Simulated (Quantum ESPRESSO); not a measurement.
AlZn2O3F, input and log of a self-consistent run

A calculation, not a measurement. The program is pw.x of Quantum ESPRESSO 7.5 (plane-wave density functional theory). The cell is made up: 7 atoms on a zincblende/diamond lattice with one site empty, with randomly drawn elements, strain and displacements, not relaxed. PseudoDojo standard norm-conserving files (v0.5 for PBE, v0.4.1 for LDA and PBEsol) set the functional; there is no spin polarisation, spin-orbit coupling or dispersion term, and the masses in the input are unused placeholders.

Input:

```
&control calculation='scf', pseudo_dir='./dojo.nc.sr.pbe.v0_5.standard.upf', outdir='./o', disk_io='medium', tprnfor=.true., tstress=.true. /
&system ibrav=0, nat=7, ntyp=4, nbnd=40, ecutwfc=84.00895049, nosym=.true., tot_charge=0,
 occupations='smearing', smearing='fd', degauss=0.0018374661
/
&electrons conv_thr=7.350e-09, electron_maxstep=60, /
ATOMIC_SPECIES
Al 1.0 Al.upf
F 1.0 F.upf
O 1.0 O.upf
Zn 1.0 Zn.upf
CELL_PARAMETERS angstrom
4.5259 0.0 0.0
0.0 4.5259 0.0
0.0 0.0 4.5807
ATOMIC_POSITIONS angstrom
Al -0.1353 -0.0313 -0.1552
Zn 2.2876 0.0699 2.3433
Zn 2.3632 2.2736 -0.1007
O 1.2565 1.1189 1.2527
F 1.1316 3.3229 3.5445
O 3.3677 1.1856 3.5543
O 3.5127 3.3257 1.0649
K_POINTS automatic
4 4 4 1 1 1
```

The log is shortened where brackets say so; the opening notice, blank lines, dates and the lines on written files are dropped, and the path of the files is cut. It prints rydbergs, bohrs and kilobars, and counts compression as positive stress. With no partly filled state, the Fermi energy that it prints is only some level between the filled and the empty states on the mesh, and need not lie in the true gap.

```
     Program PWSCF v.7.5
     Parallel version (MPI & OpenMP), running on       1 processor cores
     Number of MPI processes:                 1
     Threads/MPI process:                     1
     [start-up lines left out]
     bravais-lattice index     =            0
     lattice parameter (alat)  =       8.5527  a.u.
     unit-cell volume          =     633.1963 (a.u.)^3
     number of atoms/cell      =            7
     number of atomic types    =            4
     number of electrons       =        68.00
     number of Kohn-Sham states=           40
     kinetic-energy cutoff     =      84.0090  Ry
     charge density cutoff     =     336.0358  Ry
     scf convergence threshold =      7.3E-09
     mixing beta               =       0.7000
     number of iterations used =            8  plain     mixing
     Exchange-correlation= PBE
                           (   1   4   3   4   0   0   0)
     [axes and pseudopotential details left out]
   Cartesian axes
     site n.     atom                  positions (alat units)
         1        Al     tau(   1) = (  -0.0298946  -0.0069158  -0.0342915  )
         2        Zn     tau(   2) = (   0.5054464   0.0154444   0.5177534  )
         3        Zn     tau(   3) = (   0.5221503   0.5023531  -0.0222497  )
         4        O      tau(   4) = (   0.2776243   0.2472215   0.2767847  )
         5        F      tau(   5) = (   0.2500276   0.7341965   0.7831592  )
         6        O      tau(   6) = (   0.7440951   0.2619589   0.7853245  )
         7        O      tau(   7) = (   0.7761329   0.7348152   0.2352902  )
     number of k points=    32  Fermi-Dirac smearing, width (Ry)=  0.0018
                       cart. coord. in units 2pi/alat
        k(    1) = (   0.1250000   0.1250000   0.1235046), wk =   0.0625000
        k(    2) = (   0.1250000   0.1250000   0.3705138), wk =   0.0625000
     [further k points left out]
     Dense  grid:    65879 G-vectors     FFT dimensions: (  50,  50,  54)
     Estimated max dynamical RAM per process >      87.38 MB
     Initial potential from superposition of free atoms
     starting charge      67.9973, renormalised to      68.0000
     Starting wfcs are   40 randomized atomic wfcs
     total cpu time spent up to now is        6.5 secs
     per-process dynamical memory:    49.3 Mb
     Self-consistent Calculation
     iteration #  1     ecut=    84.01 Ry     beta= 0.70
     Davidson diagonalization with overlap
     ethr =  1.00E-02,  avg # of iterations =  4.1
     total cpu time spent up to now is       21.9 secs
     total energy              =    -988.62815271 Ry
     estimated scf accuracy    <       1.80604288 Ry
     iteration #  2     ecut=    84.01 Ry     beta= 0.70
     Davidson diagonalization with overlap
     ethr =  2.66E-03,  avg # of iterations =  3.1
     total cpu time spent up to now is       39.3 secs
     total energy              =    -988.74903423 Ry
     estimated scf accuracy    <       3.90929313 Ry
     iteration #  3     ecut=    84.01 Ry     beta= 0.70
     Davidson diagonalization with overlap
     ethr =  2.66E-03,  avg # of iterations =  2.0
     total cpu time spent up to now is       54.0 secs
     total energy              =    -989.49113472 Ry
     estimated scf accuracy    <       0.18720250 Ry
     iteration #  4     ecut=    84.01 Ry     beta= 0.70
     Davidson diagonalization with overlap
     ethr =  2.75E-04,  avg # of iterations =  2.1
     total cpu time spent up to now is       65.2 secs
     total energy              =    -989.51603384 Ry
     estimated scf accuracy    <       0.01713117 Ry
     iteration #  5     ecut=    84.01 Ry     beta= 0.70
     Davidson diagonalization with overlap
     ethr =  2.52E-05,  avg # of iterations =  4.2
     total cpu time spent up to now is       77.1 secs
     total energy              =    -989.51812289 Ry
     estimated scf accuracy    <       0.00457007 Ry
     [iterations 6 to 7 left out]
     iteration #  8     ecut=    84.01 Ry     beta= 0.70
     Davidson diagonalization with overlap
     ethr =  1.09E-07,  avg # of iterations =  2.0
     total cpu time spent up to now is      109.6 secs
     total energy              =    -989.51917942 Ry
     estimated scf accuracy    <       0.00001620 Ry
     iteration #  9     ecut=    84.01 Ry     beta= 0.70
     Davidson diagonalization with overlap
     ethr =  2.38E-08,  avg # of iterations =  2.0
     total cpu time spent up to now is      119.9 secs
     total energy              =    -989.51918198 Ry
     estimated scf accuracy    <       0.00000243 Ry
     iteration # 10     ecut=    84.01 Ry     beta= 0.70
     Davidson diagonalization with overlap
     ethr =  3.57E-09,  avg # of iterations =  2.0
     total cpu time spent up to now is      130.4 secs
     total energy              =    -989.51918229 Ry
     estimated scf accuracy    <       0.00000016 Ry
     iteration # 11     ecut=    84.01 Ry     beta= 0.70
     Davidson diagonalization with overlap
     ethr =  2.32E-10,  avg # of iterations =  2.2
     total cpu time spent up to now is      141.6 secs
     total energy              =    -989.51918232 Ry
     estimated scf accuracy    <       0.00000002 Ry
     iteration # 12     ecut=    84.01 Ry     beta= 0.70
     Davidson diagonalization with overlap
     ethr =  2.77E-11,  avg # of iterations =  2.0
     total cpu time spent up to now is      155.1 secs
     End of self-consistent calculation
          k = 0.1250 0.1250 0.1235 (  8245 PWs)   bands (ev):
  -118.0784-117.7723 -72.2970 -72.2504 -72.2300 -72.0007 -71.9747 -71.9534
   -18.8932 -12.1334 -10.5740  -9.9788  -2.0269  -1.2812  -0.5921  -0.4123
     0.1288   0.4823   0.5990   0.7494   0.9113   1.0749   1.1329   1.3746
     1.5067   2.6583   2.8751   3.4204   3.6221   4.1503   4.2564   4.7187
     5.3508   5.9212   7.5580  10.5524  11.6667  12.3340  13.6680  14.7906
     [levels at the other k points left out]
     the Fermi energy is     6.5381 ev
!    total energy              =    -989.51918233 Ry
     estimated scf accuracy    <          8.3E-10 Ry
     smearing contrib. (-TS)   =      -0.00000000 Ry
     internal energy E=F+TS    =    -989.51918233 Ry
     The total energy is F=E-TS. E is the sum of the following terms:
     one-electron contribution =    -830.82879184 Ry
     hartree contribution      =     437.41927081 Ry
     xc contribution           =    -128.26130469 Ry
     ewald contribution        =    -467.84835661 Ry
     convergence has been achieved in  12 iterations
     Forces acting on atoms (cartesian axes, Ry/au):
     atom    1 type  1   force =     0.01364643    0.01730824    0.12691233
     atom    2 type  4   force =     0.05034791   -0.00465371   -0.05655809
     atom    3 type  4   force =    -0.03030468    0.00262450    0.15120320
     atom    4 type  3   force =    -0.07013575   -0.03017929   -0.10975149
     atom    5 type  2   force =    -0.08518232    0.07511543   -0.01220898
     atom    6 type  3   force =     0.10503262   -0.15277204   -0.04990774
     atom    7 type  3   force =     0.01659579    0.09255689   -0.04968922
     Total force =     0.353880     Total SCF correction =     0.000133
     Computing stress (Cartesian axis) and pressure
          total   stress  (Ry/bohr**3)                   (kbar)     P=      -20.48
   0.00007361  -0.00049241  -0.00003951           10.83      -72.44       -5.81
  -0.00049241  -0.00013014   0.00002650          -72.44      -19.14        3.90
  -0.00003951   0.00002650  -0.00036110           -5.81        3.90      -53.12
     init_run     :      5.28s CPU      6.37s WALL (       1 calls)
     electrons    :    139.13s CPU    148.63s WALL (       1 calls)
     forces       :      2.08s CPU      2.10s WALL (       1 calls)
     stress       :      7.72s CPU      7.77s WALL (       1 calls)
     [timing details left out]
     PWSCF        :   2m34.36s CPU   2m45.14s WALL
     JOB DONE.
```

In other units: free energy -13463.094 eV for the cell, pressure -2.05 GPa, largest force component 3.928 eV/Å. A rerun of this cell at 1437 eV and a 6 x 6 x 6 mesh moved values by no more than 0.002 eV in energy, 0.03 GPa in stress and 0.003 eV/Å in force.